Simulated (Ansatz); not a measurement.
In2Ge2O7 (space group C2/m)

```yaml
crystal:
  lattice:
    - [3.29422, -4.38064, 0.00000]
    - [3.29422, 4.38064, 0.00000]
    - [-1.01498, 0.00000, 4.80942]
  atoms:
    - { symbol: In, position: [0.30636, 0.69364, 0.00000] }
    - { symbol: In, position: [0.69364, 0.30636, 0.00000] }
    - { symbol: Ge, position: [0.76204, 0.76204, 0.59308] }
    - { symbol: Ge, position: [0.23796, 0.23796, 0.40692] }
    - { symbol: O, position: [0.40849, 0.07374, 0.21293] }
    - { symbol: O, position: [0.59151, 0.92626, 0.78707] }
    - { symbol: O, position: [0.92626, 0.59151, 0.78707] }
    - { symbol: O, position: [0.07374, 0.40849, 0.21293] }
    - { symbol: O, position: [0.00000, 0.00000, 0.50000] }
    - { symbol: O, position: [0.41397, 0.41397, 0.72729] }
    - { symbol: O, position: [0.58603, 0.58603, 0.27271] }
```

A phonon eigenvector at Γ is frozen into this cell: atom i moves by Q times the vector below, so Q is the largest atomic displacement, in Å. The cell is held.

```csv
atom,x,y,z
In1,-0.152,0.000,-0.027
In2,-0.152,0.000,-0.027
Ge3,-0.157,0.000,0.027
Ge4,-0.157,0.000,0.027
O5,0.980,0.060,-0.191
O6,0.980,0.060,-0.191
O7,0.980,-0.060,-0.191
O8,0.980,-0.060,-0.191
O9,0.132,0.000,0.218
O10,-0.223,0.000,0.342
O11,-0.223,0.000,0.342
```

Computed with LDA (plane waves to 420 eV, PAW, scalar-relativistic; Ansatz, an electronic-structure program). k mesh 5×5×6 (Γ-centred), Fermi-Dirac smearing 0.05 eV. E stands for the smeared free energy. In2Ge2O7 was relaxed with its symmetry unable to fall. ΔE is measured from the undisplaced structure.

| Q (Å) | ΔE (meV/cell) |
|---|---|
| -0.180 | 1071 |
| -0.150 | withheld |
| -0.120 | 468 |
| -0.090 | 262 |
| -0.060 | 116 |
| -0.030 | 29 |
| 0.000 | 0 |
| 0.030 | 29 |
| 0.060 | 116 |
| 0.090 | 262 |
| 0.120 | 468 |
| 0.150 | withheld |
| 0.180 | 1071 |

Q: Fit an even polynomial form (powers 2, 4) to the given rows and predict ΔE at Q = -0.150.

A: Least squares on the 11 given rows: ΔE = (32080)·Q² + (30070)·Q⁴, in meV/cell with Q in Å; root-mean-square residual 0.1 meV/cell. At -0.150 the fit gives 737 meV/cell; the calculation gives 737 meV/cell, the same to the digits shown. The quadratic term alone would give 722 meV/cell.

(For displaced atoms, the force is minus the slope of the energy, and its curvature is a force constant, which sets phonon frequencies.)
